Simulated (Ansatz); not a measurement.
Relaxed Bi2Se3 (Bi2Te3 type, space group R-3m):

```xyz
5
Lattice="2.0723 1.1964 9.7553 -2.0723 1.1964 9.7553 0.0000 -2.3929 9.7553" Properties=species:S:1:pos:R:3 pbc="T T T"
Bi     0.0000     0.0000    11.6883
Bi     0.0000     0.0000    17.5775
Se     0.0000     0.0000     0.0000
Se     0.0000     0.0000     6.2688
Se     0.0000     0.0000    22.9970
```

Method: r2SCAN+rVV10 (plane waves to 500 eV, PAW, scalar-relativistic; Ansatz, an electronic-structure program). k mesh 8×8×8 (Γ-centred), Fermi-Dirac smearing 0.05 eV. Bi2Se3 was relaxed with its symmetry unable to fall. Spin-orbit coupling is left out, though Bi is heavy.

One atom of the cell was then moved (with its periodic images), all else fixed, and the forces (eV/Å) came out as:

| atom | Fx | Fy | Fz |
|---|---|---|---|
| Bi1 | 0.000 | 0.000 | -0.023 |
| Bi2 | 0.000 | 0.000 | 0.344 |
| Se3 | 0.000 | 0.000 | 0.045 |
| Se4 | 0.000 | 0.000 | -0.396 |
| Se5 | 0.000 | 0.000 | 0.029 |

Problem. Which atom was moved, and by which vector (Å)?

Solution. Se4, by (0.00, 0.00, 0.06), 0.06 Å in all.

(A displaced cell: forces are minus the slopes of the energy, force constants its curvatures, and phonons follow from these.)
